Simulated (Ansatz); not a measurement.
CsPbBr₃ in space group Pnma (No. 62; Pb on 4a, Cs on 4c, Br on 8d, Br on 4c), the program Ansatz at the LDA level (PAW), all energies at zero smearing, with the estimated change up to a 700 eV cutoff added, with one set of potentials and settings (totals compare only within such a set). Cell of 20 atoms (4 Pb, 4 Cs, 12 Br): -100780.537 eV.

```csv
element,reference phase,E (eV/atom)
Pb,"Fm-3m, 1 atoms in the cell",-11602.3592
Cs,"P6_3/mmc, 2 atoms in the cell",-5504.8697
Br,"Cmce, 4 atoms in the cell",-2693.8442
```

Formation energy per atom, worked out: (-100780.537 − 4×(-11602.3592) − 4×(-5504.8697) − 12×(-2693.8442))/20 = -1.275 eV/atom (-123 kJ per mol of atoms), at 0 K, without zero-point energy or fitted corrections.

The cell was relaxed with LDA under the symmetry of its start. The references are the lowest solids computed at this level, not always the standard phases. Scalar-relativistic: spin–orbit coupling is off unless named, which matters more the heavier the elements.

Potentials: the later of the program's two PAW sets.
